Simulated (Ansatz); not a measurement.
## Cu2Sb: pressure against volume

Cu2Sb, P4/nmm, a = 3.957 Å, c = 6.043 Å. The structure is a COD entry; whether it is the stable form wasn't checked. Ansatz: PBEsol, PAW, 420 eV, Γ-centred 10×10×6 mesh on 6 atoms, Gaussian smearing 0.10 eV; no spin polarisation. Shape and atoms are relaxed at each volume; pressure is positive in compression.

| V (Å³/atom) | P (GPa) |
| --- | --- |
| 13.879 | ? |
| 14.352 | 12.98 |
| 14.825 | 7.85 |
| 15.299 | 3.60 |
| 15.772 | 0.02 |
| 16.245 | -2.96 |
| 16.718 | -5.44 |
| 17.349 | -8.05 |

Task: Take V0 = 15.772 Å³/atom, count pressures from its P0 = 0.02 GPa, fit the third-order Birch–Murnaghan form to the other rows, and predict the missing pressure.

Result: With the Eulerian strain f = ½[(V0/V)^(2/3) − 1] and y = (P − P0)/[3f(1 + 2f)^(5/2)], the form is the line y = B0 + 1.5 B0 (B0′ − 4) f. Rows (f, y): 0.03246, 113.7; 0.02107, 111.7; 0.01025, 110.7; -0.00975, 107.0; -0.01904, 105.3; -0.03078, 102.4. Means f = 0.0007017, y = 108.47; Σ(Δf)² = 0.003005, ΣΔfΔy = 0.5222; the slope is their ratio. y = 108.3 + 173.8 f GPa, so B0 = 108.3 GPa and B0′ = 4 + 2 × (173.8)/(3 × 108.3) = 5.07. At V = 13.879, f = 0.04449, y = 116.03 and P = 19.19 GPa. The run gave 19.14 GPa, so the fit is 0.05 GPa too high, a small miss on the scale of the series.